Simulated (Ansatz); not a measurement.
Ansatz 0.2.0, single run: Sb2Pt

The input file (Ansatz 0.2.0, plane waves):

```yaml
crystal:
  lattice:
    - [0.0, 0.0, 5.465942]
    - [3.539691, -3.539691, 2.732971]
    - [3.539691, 3.539691, -2.732971]
  atoms:
    - { symbol: Pt, position: [0.25, 0.0, 0.0] }
    - { symbol: Pt, position: [0.75, 0.0, 0.0] }
    - { symbol: Sb, position: [0.667, 0.5, 0.834] }
    - { symbol: Sb, position: [0.167, 0.166, 0.5] }
    - { symbol: Sb, position: [0.333, 0.5, 0.166] }
    - { symbol: Sb, position: [0.833, 0.834, 0.5] }
  symmetry: { tolerance: 0.0003 }
kpoints:
  mp_grid: { grid: [1, 1, 1], shift: [0, 0, 0] }
magnetization:
  spin_polarized: false
scf:
  occupations: { method: fermi_dirac }
  max_iter: 100
hamiltonian:
  pseudopotentials: { kind: paw }
  xc: r2scan
basis:
  ecutwfc: 500
output:
  forces: true
  stress: true
  eigenvalues: true
```

Launch command:

```bash
ansatz run input.yaml --threads 1 --pin off --max-ram 2560MiB --backend cpu --events-out ev --progress --plain --runs-dir out
```

Origin of the cell: a known structure type with other elements, at an estimated volume, so it need not be a known compound.

The smearing width isn't typed, so it takes its default of 0.1 eV.

Output (shortened):

```
Pseudopotentials: kind: paw
Pseudopotential: Pt, paw, valence charge 18, recommended cutoff 500 eV (meta_gga), Pt.paw.azcp
Pseudopotential: Sb, paw, valence charge 15, recommended cutoff 500 eV (meta_gga), Sb.paw.azcp
Functional definition: r2SCAN
  exchange = r2scan_x(k0 = k0, k1 = k1, a1 = a1)
  correlation = r2scan_c
Crystal: 6 atoms, lattice volume = 136.970 Å³
Basis set: ecut = 500 eV, 3461 PW (Γ), exchange–correlation on 160×180×180 points (64 copies of the dense FFT grid, shifted against one another)
Bands: 58, of which v1, the nominal top of the filled ones, is band 48 counted from 1 (47 counted from 0)
Symmetry: 16 space group operations
Space group: I4/mcm (ITA 140), of the structure as read, at distance tolerance 1.5e-3 Å
[… 7 lines left out …]
Initial density: superposition of atomic densities (neutral atoms: chi_scale 0, normalization atom), corrected by the library's trained network
Functional: x = r2scan, c = r2scan; τ floored in thin density (d = 2e-4 eV/Å³)
SCF iter   1: F=—  HF=-51071.061209 eV  Δρ=4.44e-2  dr2=2.51e0  dr2_τ=1.79e-1  defer=2
SCF iter   2: F=—  HF=-51070.921074 eV  Δρ=2.11e-2  dr2=1.11e0  dr2_τ=2.30e-1  defer=3
SCF iter   3: F=—  HF=-51070.785425 eV  Δρ=1.28e-2  dr2=1.19e-1  dr2_τ=4.80e-3  defer=1
SCF iter   4: F=—  HF=-51070.798604 eV  Δρ=1.44e-3  dr2=2.86e-3  dr2_τ=1.23e-4  defer=1
SCF iter   5: F=—  HF=-51070.800560 eV  Δρ=3.83e-4  dr2=1.87e-4  dr2_τ=1.59e-5  defer=1
SCF iter   6: F=—  HF=-51070.800710 eV  Δρ=1.06e-4  dr2=1.09e-5  dr2_τ=8.88e-7  defer=1
SCF iter   7: F=—  HF=-51070.800813 eV  Δρ=2.32e-5  dr2=7.05e-7  dr2_τ=1.01e-7  defer=1
SCF iter   8: F=-51070.800814 eV  HF=-51070.800814 eV  Δρ=6.00e-6  dr2=3.72e-8  dr2_τ=2.03e-9
SCF 1 converged in 8 iterations: F = -51070.800814 eV  dr2 = 3.72e-8
SCF converged after 8 iterations
Free energy (F): -51070.800814 eV
Harris-Foulkes:  -51070.800814 eV  (|F-HF|=3.06e-8)
Internal energy: -51070.667238 eV  (E = F + TS)
E sigma→0 (E₀):  -51070.734026 eV
Entropy (-TS):   -0.133576 eV (-22.263 meV/atom)
[… 20 lines left out …]
  atom   2  Pt    -0.000000     0.000000     0.000000
  atom   3  Sb     0.279498     0.279498     0.000000
  atom   4  Sb    -0.279498     0.279498     0.000000
  atom   5  Sb    -0.279498    -0.279498    -0.000000
  atom   6  Sb     0.279498    -0.279498     0.000000
  max |Σ_I F_I| component: 5.55e-17 eV/Å
--- Stress (GPa, compression-positive) ---
      -13.341630      -0.000000      -0.000000
       -0.000000     -13.341630      -0.000000
       -0.000000      -0.000000      18.675325
  P = ⅓ Tr σ = -2.6693 GPa (-26.693 kbar)
```

Problem. What went wrong?

Solution. It holds one k-point for a small cell: `kpoints.mp_grid.grid` typed as [1, 1, 1]. Self-consistency was reached. Its numbers aren't properties of the system.

Time: 6.1 s on 1 thread of Arm Neoverse V1, with other jobs on the host, peak memory 0.63 GiB, from the program's own first density.
